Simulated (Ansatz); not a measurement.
Ansatz 0.2.0, relaxation: AlBO₃

Input:

```yaml
crystal:
  lattice:
    - [4.488159, 0.0, 0.0]
    - [-2.244079, 3.886865, 0.0]
    - [-2.244079, 1.295622, 4.606672]
  atoms:
    - { symbol: Al, position: [0.0, 0.0, 0.0] }
    - { symbol: Al, position: [0.5, 0.5, 0.5] }
    - { symbol: B, position: [0.25, 0.75, 0.75] }
    - { symbol: B, position: [0.75, 0.25, 0.25] }
    - { symbol: O, position: [0.94096, 0.75, 0.75] }
    - { symbol: O, position: [0.25, 0.44096, 0.75] }
    - { symbol: O, position: [0.55904, 0.05904, 0.75] }
    - { symbol: O, position: [0.05904, 0.25, 0.25] }
    - { symbol: O, position: [0.75, 0.55904, 0.25] }
    - { symbol: O, position: [0.44096, 0.94096, 0.25] }
  symmetry: { tolerance: 0.0003 }
kpoints:
  mp_grid: { grid: [5, 5, 5], shift: [0, 0, 0] }
magnetization:
  spin_polarized: false
scf:
  occupations: { method: fermi_dirac, width: 0.0497 }
  lower_state_search: "off"
hamiltonian:
  pseudopotentials: { kind: paw }
  xc: r2scan
basis:
  ecutwfc: 500
  fft_grid_basis: typed
relax:
  max_steps: 40
  f_tol: 0.03
output:
  forces: true
  stress: true
  eigenvalues: true
  bader: true
  populations: true
  elf: true
  write_potential: true
  volumetric_format: npy
  dos:
    e_range: [-12, 8]
    de: 0.05
    projected: { site_lists: { Al: [Al], B: [B], O: [O] } }
  write_density: true
checkpoint:
  read: saved_state
```

Run with:

```bash
ansatz run input.yaml --threads 2 --pin off --max-ram 3584MiB --backend cpu --events-out ev --progress --plain --runs-dir out
```

Origin of the cell: a database entry, scaled a little.

The saved state is a converged single point of the same cell.

Steps:

```tsv
step	ΔF (meV/atom)	max force component (eV/Å)	SCF iterations	step was
1	0.0	0.313	5	accepted
2	-0.5	0.131	3	accepted
3	-0.6	0.001	3	accepted
4	-0.6	0.001	3	accepted
```

Step 1, with forces in eV/Å:

```xyz
10
Lattice="4.488 0.000 0.000 -2.244 3.887 0.000 -2.244 1.296 4.607" Properties=species:S:1:pos:R:3:forces:R:3 pbc="T T T" step=1
Al    0.000    0.000    0.000    0.000    0.000    0.000
Al    0.000    2.591    2.303    0.000    0.000    0.000
B    -2.244    3.887    3.455    0.000    0.000    0.000
B     2.244    1.296    1.152    0.000    0.000    0.000
O     0.857    3.887    3.455    0.313    0.000    0.000
O    -1.551    2.686    3.455   -0.157    0.271    0.000
O     0.694    1.201    3.455   -0.157   -0.271    0.000
O    -0.857    1.296    1.152   -0.313    0.000    0.000
O     1.551    2.497    1.152    0.157   -0.271    0.000
O    -0.694    3.981    1.152    0.157    0.271    0.000
```

Step 2, with forces in eV/Å:

```xyz
10
Lattice="4.488 0.000 0.000 -2.244 3.887 0.000 -2.244 1.296 4.607" Properties=species:S:1:pos:R:3:forces:R:3 pbc="T T T" step=2
Al    0.000    0.000    0.000    0.000    0.000    0.000
Al    0.000    2.591    2.303    0.000    0.000    0.000
B    -2.244    3.887    3.455    0.000    0.000    0.000
B     2.244    1.296    1.152    0.000    0.000    0.000
O     0.861    3.887    3.455    0.131    0.000    0.000
O    -1.552    2.689    3.455   -0.066    0.114    0.000
O     0.692    1.198    3.455   -0.066   -0.114    0.000
O    -0.861    1.296    1.152   -0.131    0.000    0.000
O     1.552    2.494    1.152    0.066   -0.114    0.000
O    -0.692    3.984    1.152    0.066    0.114    0.000
```

Step 4, with forces in eV/Å:

```xyz
10
Lattice="4.488 0.000 0.000 -2.244 3.887 0.000 -2.244 1.296 4.607" Properties=species:S:1:pos:R:3:forces:R:3 pbc="T T T" step=4
Al    0.000    0.000    0.000    0.000    0.000    0.000
Al    0.000    2.591    2.303    0.000    0.000    0.000
B    -2.244    3.887    3.455    0.000    0.000    0.000
B     2.244    1.296    1.152    0.000    0.000    0.000
O     0.863    3.887    3.455   -0.001    0.000    0.000
O    -1.554    2.691    3.455    0.001   -0.001    0.000
O     0.690    1.196    3.455    0.001    0.001    0.000
O    -0.863    1.296    1.152    0.001    0.000    0.000
O     1.554    2.491    1.152   -0.001    0.001    0.000
O    -0.690    3.987    1.152   -0.001   -0.001    0.000
```

- Free energy lowered by: 0.6 meV/atom
- Final pressure: -3.47 GPa
- Relaxation steps listed: 4
- Gap on the mesh: 6.82 eV

Caveats: the SCF threshold is looser than advised for a stress; the relaxation held the start's symmetry, so the end may be a saddle point.

Time: 79 s on 2 threads of Intel(R) Xeon(R) Platinum 8375C CPU @ 2.90GHz (Ice Lake), on a shared host, peak memory 0.68 GiB, from a saved density.
